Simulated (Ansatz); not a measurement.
A geometry of Hf away from equilibrium: step 2 of the relaxation of a relaxed Hf cell displaced along its unstable phonon at q = (½, 0, 0) of its primitive reciprocal cell (81i cm⁻¹), largest move 0.15 Å. Calculation: PBEsol (plane waves to 420 eV, PAW, scalar-relativistic; Ansatz, a program for electronic structure). Γ-centred k-mesh 6×11×11 on the run's cell (coarser than for final values), Fermi–Dirac smearing 0.05 eV.

```xyz
2
Lattice="5.6639 0.0000 0.0000 0.0000 2.8599 0.0000 0.0000 0.0000 2.8597" Properties=species:S:1:pos:R:3:forces:R:3 pbc="T T T" free_energy=-31195.838 pressure_GPa=-1.1
Hf     0.0000     0.0000    -0.3443    0.0000    0.0000   -0.9785
Hf     2.8320     0.0000     0.3443    0.0000    0.0000    0.9785
```

Positions in Å, forces in eV/Å, free energy of the cell in eV (comparable only within this code, potentials and settings). Largest force: 0.98 eV/Å, on Hf1, Hf2 (atoms numbered as listed); the geometry lies 0.43 eV/atom above the end of its relaxation.

No spin polarisation in the result.

The run could not lose the symmetry of its start: the end is stationary, and may be a saddle point rather than a minimum.

The end of the path is a generated cell of Hf: the first start was made by placing the elements on the sites of a structure type, and the end was not matched to a known phase here, so it may be hypothetical. Known forms of Hf include space group No. 194.
